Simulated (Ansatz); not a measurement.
Input and command of a plane-wave DFT calculation in Ansatz:

```yaml
crystal:
  lattice:
    - [4.9744439423, 0.0, 0.0]
    - [0.0, 6.491667747, 0.0]
    - [0.0, 0.0, 5.9959296993]
  atoms:
    - { symbol: C, position: [0.5, 0.8494138487, 0.75] }
    - { symbol: C, position: [0.0, 0.3494138487, 0.75] }
    - { symbol: C, position: [0.0, 0.6505861513, 0.25] }
    - { symbol: C, position: [0.5, 0.1505861513, 0.25] }
    - { symbol: O, position: [0.6952984338, 0.1499485525, 0.1414751998] }
    - { symbol: O, position: [0.3047015662, 0.1499485525, 0.3585248002] }
    - { symbol: O, position: [0.8047015662, 0.6499485525, 0.1414751998] }
    - { symbol: O, position: [0.1952984338, 0.3500514475, 0.8585248002] }
    - { symbol: O, position: [0.1952984338, 0.6499485525, 0.3585248002] }
    - { symbol: O, position: [0.8047015662, 0.3500514475, 0.6414751998] }
    - { symbol: O, position: [0.6952984338, 0.8500514475, 0.6414751998] }
    - { symbol: O, position: [0.3047015662, 0.8500514475, 0.8585248002] }
basis:
  ecutwfc: 420
kpoints:
  mp_grid: { grid: [4, 4, 4] }
hamiltonian:
  xc: pbesol
scf:
  occupations: { method: gaussian, width: 0.02 }
output:
  forces: true
  stress: true
  eigenvalues: true
relax:
  adjacent_minimum: "off"
  f_tol: 0.02
  max_steps: 50
  cell: { stress_tol: 0.03 }
```

```bash
ansatz run input.yaml --threads 2 --pin off --max-ram 5120MiB --backend cpu --events-out ev --progress --plain --runs-dir out
```

Processor: Arm Neoverse N1, 2 threads, on a host shared with other jobs.

**Question.** How long does it run, and how much memory does it take?

**Answer.** About 5.3 min on 2 threads of Arm Neoverse N1 (shared host), peak memory 0.58 GiB. It solves 44 bands at 27 k points (the mesh reduced by the symmetry that the task leaves, which can be less than the crystal's) with about 4261 plane waves (on the last cell), in 150 SCF iterations over 25 ionic steps.